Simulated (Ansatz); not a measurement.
BN in space group R3m (No. 160; B on 3a, N on 3a) at seven volumes, plane-wave PAW LDA (Ansatz code), shape and atoms relaxed at each. One row is withheld.

```csv
V (Å³/atom),P (GPa)
7.869,4.44
8.128,?
8.388,1.01
8.647,-0.01
8.906,-0.69
9.166,-1.12
9.425,-1.36
```

Q: Fit the shown pressures and predict the withheld one.

A: Third-order Birch–Murnaghan: P = (3/2)B₀(x^(7/2) − x^(5/2))[1 + (3/4)(B′ − 4)(x − 1)] with x = (V₀/V)^(2/3). Least squares on the six rows gives V₀ = 8.645 Å³/atom, B₀ = 28.12 GPa, B′ = 12.04. At V = 8.128, x = 1.0420 and P = 2.46 GPa. The run itself gave 2.46 GPa.

The workflow started from a Materials Project entry (that database holds measured and hypothetical structures alike); the Crystallography Open Database copy checked does not list it. It is not the phase usual at ambient conditions (space group No. 186, 194, 216). Symmetry was held in the LDA relaxation; its stability against distortions is not shown here. A crystal of weakly bound layers computed without a dispersion correction: the cell and the soft elastic constants depend strongly on that.

Potentials: the earlier of the program's two PAW sets. The files were generated under PBE; for other functionals the program regenerates the frozen cores, and for LDA and PBEsol the local potential too.
